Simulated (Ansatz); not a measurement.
What a trial cell of InGa2N3 relaxes into

All numbers below come from DFT PBE, scalar-relativistic, plane waves, PAW (Ansatz). Cutoff 420 eV, Gaussian smearing, Γ-centred meshes. Cell and atoms relax first on a coarse mesh and then on a finer one. In between, the cell is made exact in the group found at 0.06 Å. In metals the finer mesh still leaves noise of several meV/atom or more. The steps can't lower the symmetry of their start. Collinear spin is switched on along the way, since trial moments persisted in a coarse test.

The guess for InGa2N3 was made by a generator: random cell by space group and Wyckoff sites (P6/mmm, No. 191). Its size is a rough estimate.

```xyz
6
Lattice="4.9060 0.0000 0.0000 -2.4530 4.2487 0.0000 0.0000 0.0000 5.1363" Properties=species:S:1:pos:R:3 pbc="T T T"
In    0.0000    0.0000    0.0000
Ga    0.0000    2.8325    2.5681
Ga    2.4530    1.4162    2.5681
N     2.4530    0.0000    2.5681
N    -1.2265    2.1244    2.5681
N     1.2265    2.1244    2.5681
```

Formation energies are uncorrected and refer to the elements' standard structures at the same level (N₂ as a molecule).

Task: Which structure results?

Result: The symmetry stays P6/mmm (No. 191). The volume per atom grows by 10.7 %, from 17.8 to 19.8 Å³. The shortest distance goes from 1.42 Å (Ga–N) to 1.81 Å (Ga–N). The ratio c/a of the conventional cell changes by a factor of 0.53. The energy falls by about 3.9 eV/atom (the start's value is from the coarse mesh). Conventional cell: a = 6.271 Å, c = 3.480 Å. In has 2 In at 3.48 Å and 12 N at 3.59 Å; Ga has 3 N at 1.81 Å; N is surrounded by 2 Ga at 1.81 Å, 4 N at 3.14 Å, 2 N at 3.48 Å and 4 In at 3.59 Å.

Space group P6/mmm (No. 191). a = 6.271 Å, b = 6.271 Å, c = 3.480 Å, α = 90.00°, β = 90.00°, γ = 120.00°
```csv
atom,site,symmetry,x,y,z
In,1a,6/mmm,0.0000,0.0000,0.0000
Ga,2d,-6m2,0.3333,0.6667,0.5000
N,3g,mmm,0.5000,0.0000,0.5000
```

Task: How does it come out in energy, and is it a metal?

Result:

- Formation energy: +0.96 eV/atom
- Gap on the 6×6×12 mesh of the 6-atom cell: 0 eV (a metal)
- Net moment per atom: 0.33 μB
- Moment by site: N 0.5 (×3) μB

The separate elements lie lower, so it is unstable against them.

The last run used collinear spin and Gaussian smearing of 0.10 eV. No dispersion correction is applied, so the spacing and binding between layers, chains or molecules are poorly described. Another magnetic order may lie lower. A structure relaxed within its symmetry needn't be a true minimum. Another cell of InGa2N3 relaxed alike but without spin, in Cmc2_1 (a Materials Project cell), lies 1.20 eV/atom lower, so this cell isn't the stable form at this level. Site moments count only spheres around the atoms; the net moment includes the space between them.
